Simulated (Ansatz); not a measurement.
Data:

CuI:
```xyz
6
Lattice="4.2178 0.0000 0.0000 -2.1089 3.6527 0.0000 0.0000 0.0000 9.7569" Properties=species:S:1:pos:R:3 pbc="T T T"
Cu     2.1073     0.0000     3.2523
Cu    -1.0537     1.8250     6.5046
Cu     1.0552     1.8277     0.0000
I      2.1088     0.0000     8.1308
I     -1.0544     1.8263     1.6262
I      1.0545     1.8264     4.8785
```

This is the r²SCAN-relaxed structure.

Q: All from r²SCAN in the plane-wave PAW code Ansatz, unless another level is named. Predict the hole effective mass.

A: 0.39, 0.39, 0.64 mₑ (principal values).

Q: Give the band gap.

A: 1.13 eV (indirect).

Q: Next, the formation energy from the elements (no fitted shifts)?

A: -0.079 eV/atom.

Q: And the weight of the conduction-edge state by species (Voronoi cells)?

A: Cu 68 %, I 32 %.

Q: Next, the weight of the valence-edge state by species (Voronoi cells)?

A: Cu 61 %, I 39 %.

Space group P6_422. The start of the workflow was typed in or built on a structure type; neither database checked (COD, Materials Project) lists it. It is not the phase usual at ambient conditions (space group No. 216). The cell was relaxed with r²SCAN under the symmetry of its start; whether a distortion lowers the energy is not shown. The workflow began spin-polarised and lost its moments. The references are the lowest solids computed at this level, not always the standard phases. Spin–orbit coupling is left out wherever it is not named.

Potentials: the earlier of the program's two PAW sets.
